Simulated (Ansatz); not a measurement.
Here is the system:

AlPd:
Space group Fm-3m (No. 225); a = b = c = 5.0684 Å, α = β = γ = 90.00°

```
atom  site  symmetry       x       y       z
----  ----  --------  ------  ------  ------
Pd      4a      m-3m  0.0000  0.0000  0.0000
Al      4b      m-3m  0.5000  0.5000  0.5000
```
(The calculation used a cell of 2 atoms; values per cell refer to that cell.)

This is the PBEsol-relaxed structure.

**Question.** All from PBEsol (plane waves, PAW; program Ansatz), unless another level is named. Give the formation energy from the elements (no fitted shifts).

**Answer.** -0.39 eV/atom.

**Question.** What about the density of states at the Fermi level?

**Answer.** 0.31 states/eV per atom (mean over ±0.08 eV).

The start of the workflow was typed in or built on a structure type; neither database checked (COD, Materials Project) lists it. Whether it is the stable phase at ambient conditions was not checked. Symmetry was held in the PBEsol relaxation. At this level the phase is mechanically unstable. The run is not spin-polarised. The references are the lowest solids computed at this level, not always the standard phases. Spin–orbit coupling is left out wherever it is not named.

Potentials: the later of the program's two PAW sets.
